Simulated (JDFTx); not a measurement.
Input for JDFTx (a modified build): phosphorus nitride, PN (SMILES N#P), charge 0, multiplicity 1, linear PCM (GLSSA13), ethylene carbonate, 1 M KCl; lengths in bohr, energies in hartree. This linear run has a cavity as tight as the nonlinear model's, a pairing that the parameters may not suit. The run starts from orbitals saved by an earlier run of the same system.

```
lattice \
  17.0075351216 0.0000000000 0.0000000000 \
  0.0000000000 14.6453774658 0.0000000000 \
  0.0000000000 0.0000000000 14.6453774658
coords-type Cartesian
ion N 1.3776103449 -0.0323143167 0.0168185625 0
ion P -1.3776103449 0.0323143167 -0.0168185625 0
ion-species pseudo/n_pbe_v1.2.upf
ion-species pseudo/p_pbe_v1.5.upf
elec-cutoff 20 100
elec-ex-corr gga-PBE
symmetries none
elec-n-bands 5
electronic-minimize nIterations 150 energyDiffThreshold 1e-7
fluid LinearPCM
pcm-variant GLSSA13
fluid-solvent EC
fluid-cation K+ 1
fluid-anion Cl- 1
fluid-minimize nIterations 400 knormThreshold 1e-11
wavefunction read s0.wfns 8
dump-name s5.$VAR
dump End State Ecomponents EigStats BandEigs Forces ElecDensity IonicPositions FluidDebug
```

The log closes as follows.

```
[...]
ElecMinimize: Iter:  11  Etot: -16.584981156890628  |grad|_K:  5.753e-07  alpha:  1.119e+00  linmin: -2.083e-02
ElecMinimize: Iter:  12  Etot: -16.584981191268422  |grad|_K:  4.086e-07  alpha:  1.312e+00  linmin: -5.534e-06
ElecMinimize: Iter:  13  Etot: -16.584981200536440  |grad|_K:  2.895e-07  alpha:  8.763e-01  linmin: -5.726e-02
ElecMinimize: Converged (|Delta Etot|<1.000000e-07 for 2 iters).

# Ionic positions in cartesian coordinates:
ion N   1.377610344900000  -0.032314316700000   0.016818562500000 0
ion P  -1.377610344900000   0.032314316700000  -0.016818562500000 0

# Forces in Cartesian coordinates:
force N   0.053221218235125  -0.001203710705542   0.000607404923013 0
force P  -0.053227530956741   0.001233108629310  -0.000642893378415 0

# Energy components:
   A_diel =       -0.0750159020641179
   Eewald =       -0.0082815770023880
       EH =       13.8134098134135535
     Eloc =      -36.6636287004707739
      Enl =        3.0149686192789948
      Exc =       -5.5001529816862407
 Exc_core =        1.2060164377505596
       KE =        7.6277030902439744
-------------------------------------
     Etot =      -16.5849812005364399


	eMin: -0.737913 at state 0 ( [ +0.000000 +0.000000 +0.000000 ] spin 0 )
	HOMO: -0.242872 at state 0 ( [ +0.000000 +0.000000 +0.000000 ] spin 0 )
```

The run took 14 electronic cycles (a count that differs between repeats, as do the digits past 10⁻⁶ Ha); the highest occupied level lies at -6.61 eV from the bulk liquid; the total lies -0.98 eV from the vacuum run at this geometry. The continuum can't coordinate to the solute or react with it.
